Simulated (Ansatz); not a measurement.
Ta$_{2}$O$_{5}$:
```yaml
crystal:
  lattice:
    - [3.64920, 0.00000, 0.00000]
    - [0.00000, 3.83712, 0.00000]
    - [0.00000, 0.00000, 6.36506]
  atoms:
    - { symbol: O, position: [0.00000, 0.00000, 0.32095] }
    - { symbol: O, position: [0.00000, 0.00000, 0.67905] }
    - { symbol: O, position: [0.50000, 0.50000, 0.50000] }
    - { symbol: Ta, position: [0.50000, 0.00000, 0.50000] }
    - { symbol: O, position: [0.50000, 0.00000, 0.00000] }
    - { symbol: Ta, position: [0.00000, 0.00000, 0.00000] }
    - { symbol: O, position: [0.00000, 0.50000, 0.00000] }
```

Relaxed with LDA. Special points in fractions of this cell's reciprocal vectors: Γ (0.000, 0.000, 0.000); X (0.500, 0.000, 0.000); S (0.500, 0.500, 0.000); Y (0.000, 0.500, 0.000); Z (0.000, 0.000, 0.500); U (0.500, 0.000, 0.500); R (0.500, 0.500, 0.500); T (0.000, 0.500, 0.500).

Question: List the band energies nearest the valence-band maximum at these points for LDA (plane waves, PAW; program Ansatz).

Answer: In eV from the valence-band maximum; about four levels below and three above (degenerate sets whole), none deeper than 8.9 eV; points with the same levels are listed once.

```tsv
k	below	above
Γ	-1.67 -1.02 -0.82 -0.72	0.37 0.85 1.26
X	-2.13 -1.74 -1.31 -1.21	0.29 0.39 2.46
S	-2.33 -1.62 -1.02 0.00	0.46 3.61 3.65
Y	-2.56 -1.55 -1.39 -0.88	0.64 2.15 4.00
Z	-1.96 -1.45 -0.85 -0.72	0.86 1.14 1.57
U	-2.24 -1.65 -1.34 -1.06	0.35 0.79 1.49
R	-3.42 -2.44 -0.95 0.00	0.89 3.45 3.65
T	-2.67 -1.69 -1.60 -1.59	1.34 2.81 4.00
```

Space group Pmmm. The workflow started from an entry of the Crystallography Open Database (COD); the relaxed space group is not among those it files for this formula. COD files the formula under space group No. 49, so this cell is another polymorph or a model. Whether it is the stable phase at ambient conditions was not checked. The LDA relaxation kept the symmetry of its start. At this level the phase is dynamically unstable (imaginary phonons). The run is not spin-polarised. Scalar-relativistic: spin–orbit coupling is off unless named, which matters more the heavier the elements.

Potentials: the later of the program's two PAW sets.
